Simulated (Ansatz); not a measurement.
Q: Name crystals whose computed values (the program Ansatz at the r²SCAN level (PAW)) fall in these windows: gap (eV) 1.8 to 2.3; HSE06 gap (eV) 2.0 to 2.6.

A: 

| crystal | gap (eV) | HSE06 gap (eV) |
|---|---|---|
| Mg2TeS, R3m (Mg on 3a, Mg on 3a, Te on 3a, S on 3a) | 2.09 | 2.34 |
| BeS, NiAs type | 1.81 | 2.27 |
| GaP, zinc blende | 1.84 | 2.26 |
| YHSe, P-6m2 (Y on 1a, H on 1c, Se on 1f) | 2.07 | 2.31 |
| LaN, P4/nmm (La on 2c, N on 2a) | 1.86 | 2.30 |
Others may fit too.

Not the usual ambient phase: BeS, NiAs type. Standing as an ambient phase not checked: Mg2TeS, R3m (Mg on 3a, Mg on 3a, Te on 3a, S on 3a); YHSe, P-6m2 (Y on 1a, H on 1c, Se on 1f); LaN, P4/nmm (La on 2c, N on 2a). Unstable at this level: LaN, P4/nmm (La on 2c, N on 2a). All cells were relaxed under the symmetry of their starts (and spin orders); stability against distortions was not tested throughout. Rows with no word on spin ran without spin polarisation. Spin–orbit coupling is left out wherever it is not named.

Potentials: the later of the program's two PAW sets.
